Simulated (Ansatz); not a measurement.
Harmonic vibrational thermodynamics of Li (bcc (W type), Im-3m) at fixed volume, PBEsol in the plane-wave PAW code Ansatz. The rows extrapolate the 0 K crystal and know nothing of melting or changes of phase.

```
T (K)  F_vib (meV/atom)  S (J/K per mol of atoms)  C_V (J/K per mol of atoms)
-----  ----------------  ------------------------  --------------------------
50                    …                       1.9                           …
100                37.6                       7.4                        12.2
200                23.8                      18.8                        20.1
300                -0.5                      27.6                        22.6
400                   …                      34.2                           …
600                   …                         …                        24.3
800              -213.0                      51.0                        24.6
1000             -324.6                      56.5                        24.7
```

**Question.** Some entries are withheld; supply them.

**Answer.** 
- 400, F_vib (meV/atom): -32.6
- 400, C_V (J/K per mol of atoms): 23.6
- 50, F_vib (meV/atom): 39.9
- 50, C_V (J/K per mol of atoms): 4.2
- 600, F_vib (meV/atom): -114.2
- 600, S (J/K per mol of atoms): 43.9

Symmetry was held in the PBEsol relaxation; phonons on a q-mesh show no instability.

Potentials: the earlier of the program's two PAW sets.
